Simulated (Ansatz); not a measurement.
The calculation used Ansatz, DFT PBE, scalar-relativistic, plane waves, PAW. All cells share a 420 eV cutoff and Γ-centred k meshes spaced at most about 0.3 Å⁻¹ (about 0.25 or finer for metals, 2π included). No spin polarisation in the final relaxations.

Each of these unrelaxed guesses is relaxed in cell and atoms within its symmetry. A guess keeps its type if space group and coordination stay and the shape of the cell changes little (axis ratios within about 15 %, angles within 6°); the volume may change.

1. TiW2C3

```cif
data_structure
_symmetry_space_group_name_H-M 'P-3m1'
_symmetry_Int_Tables_number 164
_cell_length_a 3.4534
_cell_length_b 3.4534
_cell_length_c 8.4590
_cell_angle_alpha 90.000
_cell_angle_beta 90.000
_cell_angle_gamma 120.000
_cell_volume 87.36
loop_
_atom_site_label
_atom_site_type_symbol
_atom_site_symmetry_multiplicity
_atom_site_Wyckoff_symbol
_atom_site_fract_x
_atom_site_fract_y
_atom_site_fract_z
_atom_site_occupancy
Ti1 Ti 1 b 0.00000 0.00000 0.50000 1
W1 W 2 d 0.66667 0.33333 0.83333 1
C1 C 2 d 0.33333 0.66667 0.66667 1
C2 C 1 a 0.00000 0.00000 0.00000 1
```

2. Be3Cd2Te

```cif
data_structure
_symmetry_space_group_name_H-M 'R-3m:H'
_symmetry_Int_Tables_number 166
_cell_length_a 5.2793
_cell_length_b 5.2793
_cell_length_c 12.6471
_cell_angle_alpha 90.000
_cell_angle_beta 90.000
_cell_angle_gamma 120.000
_cell_volume 305.27
loop_
_atom_site_label
_atom_site_type_symbol
_atom_site_symmetry_multiplicity
_atom_site_Wyckoff_symbol
_atom_site_fract_x
_atom_site_fract_y
_atom_site_fract_z
_atom_site_occupancy
Be1 Be 9 d 0.83333 0.16667 0.16667 1
Cd1 Cd 6 c 0.33333 0.66667 0.29011 1
Te1 Te 3 a 0.00000 0.00000 0.00000 1
```

3. LaScF

```cif
data_structure
_symmetry_space_group_name_H-M 'P4/nmm:1'
_symmetry_Int_Tables_number 129
_cell_length_a 4.2452
_cell_length_b 4.2452
_cell_length_c 6.4351
_cell_angle_alpha 90.000
_cell_angle_beta 90.000
_cell_angle_gamma 90.000
_cell_volume 115.97
loop_
_atom_site_label
_atom_site_type_symbol
_atom_site_symmetry_multiplicity
_atom_site_Wyckoff_symbol
_atom_site_fract_x
_atom_site_fract_y
_atom_site_fract_z
_atom_site_occupancy
La1 La 2 a 0.00000 0.00000 0.00000 1
Sc1 Sc 2 c 0.50000 0.00000 0.28000 1
F1 F 2 c 0.50000 0.00000 0.72700 1
```

**Question.** Which guesses survive the relaxation?

**Answer.** Guess 1 keeps its type.

| guess | kept | start group | end group | V start (Å³/atom) | V end | b/a and c/a, end over start | nearest neighbours start | nearest neighbours end |
| --- | --- | --- | --- | --- | --- | --- | --- | --- |
| 1 | yes | P-3m1 | P-3m1 | 14.6 | 10.4 | 1.00, 1.01 | C 6, Ti 6, W 6 | C 6, Ti 6, W 6 |
| 2 | no | R-3m | R-3m | 17.0 | 18.9 | 1.00, 2.22 | Be 6, Cd 16, Te 6 | Be 4, Cd 9, Te 6 |
| 3 | no | P4/nmm | P4/mmm | 19.3 | 21.3 | - | F 9, La 12, Sc 9 | F 2, La 4, Sc 2 |

Neighbours count within 15 % of an atom's shortest distance; end groups are read at 0.02 Å (0.05 Å in metals).

Spin–orbit coupling, which can matter for Te and W, is left out. In LaScF P4/mmm an odd number of electrons in the primitive cell allows no gap without spin; a larger cell or a magnetic state could open one. Cells relaxed within their symmetry can be saddle points.
